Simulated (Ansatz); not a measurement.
Space group Pm-3m (No. 221). a = 3.589 Å, b = 3.589 Å, c = 3.589 Å, α = 90.00°, β = 90.00°, γ = 90.00°
| atom | site | symmetry | x | y | z |
| --- | --- | --- | --- | --- | --- |
| Ta | 1a | m-3m | 0.0000 | 0.0000 | 0.0000 |
| Co | 3c | 4/mm.m | 0.0000 | 0.5000 | 0.5000 |

Equation of state of this TaCo3 structure (not necessarily the ground state), with shape and atoms relaxed at each volume where symmetry leaves them free. It has no gap at any of these volumes. These are results of Ansatz 0.2.0, DFT PBEsol, scalar-relativistic, plane waves, PAW, not measurements.

Settings: cutoff 420 eV, Γ-centred mesh 12×12×12 on the computed 4-atom cell, Gaussian smearing of 0.10 eV; no spin polarisation.

| V (Å³/atom) | E − E(largest V) (meV/atom) | P (GPa) |
| --- | --- | --- |
| 10.171 | 94.62 | 46.32 |
| 10.517 | 10.69 | 31.73 |
| 10.864 | -44.14 | 19.37 |
| 11.211 | -74.28 | 8.88 |
| 11.558 | -83.46 | -0.02 |
| 11.904 | -74.87 | -7.58 |
| 12.251 | -51.18 | -14.01 |
| 12.713 | 0.00 | -21.08 |

Q: Fit a third-order Birch–Murnaghan equation to E(V).

A: V0 = 11.55 Å³/atom, B0 = 273 GPa, B0' = 4.4.

Spin-orbit coupling is left out, which matters for the bands of heavy elements.

Cost: 8 runs of about 2.2 core-minutes in all, on Arm Neoverse N1 (shared hosts).